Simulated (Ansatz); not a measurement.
Space group P6/mmm (No. 191). a = 6.587 Å, b = 6.587 Å, c = 3.981 Å, α = 90.00°, β = 90.00°, γ = 120.00°
| atom | site | symmetry | x | y | z |
| --- | --- | --- | --- | --- | --- |
| Tl | 3f | mmm | 0.5000 | 0.0000 | 0.0000 |
| Pt | 1a | 6/mmm | 0.0000 | 0.0000 | 0.0000 |
| Pt | 2d | -6m2 | 0.3333 | 0.6667 | 0.5000 |

Equation of state of this TlPt structure (not necessarily the ground state), with shape and atoms relaxed at each volume where symmetry leaves them free. It has no gap at any of these volumes. Theory: DFT PBE, scalar-relativistic, plane waves, PAW (Ansatz 0.2.0).

Settings: cutoff 420 eV, Γ-centred mesh 6×6×8 on the computed 6-atom cell, Gaussian smearing of 0.10 eV; no spin polarisation.

```tsv
V (Å³/atom)	E − E(largest V) (meV/atom)	P (GPa)
23.435	4.74	3.32
24.183	-6.31	1.40
24.931	-9.76	0.02
25.679	-6.91	-1.19
26.427	0.00	-1.25
```

Task: Fit a third-order Birch–Murnaghan equation to E(V).

Result: V0 = 24.93 Å³/atom, B0 = 42 GPa, B0' = 8.9.

Spin-orbit coupling is left out, which matters for the bands of heavy elements.